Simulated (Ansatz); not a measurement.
B:
```yaml
crystal:
  lattice:
    - [-2.31942, 2.31942, 2.31942]
    - [2.31942, -2.31942, 2.31942]
    - [2.31942, 2.31942, -2.31942]
  atoms:
    - { symbol: B, position: [0.00000, 0.25000, 0.50000] }
    - { symbol: B, position: [0.25000, 0.50000, 0.00000] }
    - { symbol: B, position: [0.50000, 0.00000, 0.25000] }
    - { symbol: B, position: [0.25000, 0.25000, 0.25000] }
```

Relaxed with r²SCAN.

### Question
Map the electron localisation function on the plane through (0.500, 0.000, 0.250) spanned by u = [1, 1, 0] and v = [1, -1, 0] in lattice vectors, from r²SCAN (plane waves, PAW; program Ansatz).

### Answer
x is the fraction of u, y of v (the angle between them is 90°; rows are the nearest grid lines); atoms in the plane: B at (0.00, 0.00), B at (0.50, 0.50), B at (0.00, 0.75), B at (0.50, 0.25).
```
|  -#%%*+-::::::-+*%%#-  |
|  -*#*+-:.    .:-+*#*-  |
|@@@%#+-:        :-+#%@@@|
|@@@%#+-.        .-+#%@@@|
|####*+=:.      .:=+*####|
|..=***+-..    ..-+***=..|
|  =%%%#+=------=+#%%%=  |
|:=#@@%#*++++++++*#%@@#=:|
|*#%@@%############%@@%#*|
|##%%%#%%@@%##%@@%%#%%%##|
|**##*#%@@@#**#@@@%#*##**|
|----=*#%%*.  .*%%#*=----|
|...:-+###=.  .=###+-:...|
|    .-=*#%%%%%%#*=-.    |
|    .:=*%@@@@@@%*=:.    |
|    .:=*#%%@@%%#*=:.    |
|   .:-+***+==+***+-:.   |
|....-+*##=.  .=##*+-....|
|====+*%@@%=..=%@@%*+====|
|*****#%@@@#++#@@@%#*****|
|#%%@%%#%%%%##%%%%#%%@%%#|
|##%@@%############%@@%##|
| .+%@%#+========+#%@%+. |
|  -#%%*+-::::::-+*%%#-  |
```
Scale: ten equal steps from 0.000 (start of ' ') to 0.961 (end of '@'), in the order ' .:-=+*#%@'; x runs from 0.000 to 1.00, y from 0.000 (bottom) to 1.00 (top).

The density is the valence pseudo-density with augmentation charge, so density and ELF within about 1 Å of a nucleus are not all-electron values.

Space group I4_132. The start of the workflow was typed in or built on a structure type; neither database checked (COD, Materials Project) lists it. It is not the phase usual at ambient conditions (space group No. 166). The r²SCAN relaxation kept the symmetry of its start; whether a distortion lowers the energy is not shown.

Potentials: the earlier of the program's two PAW sets.
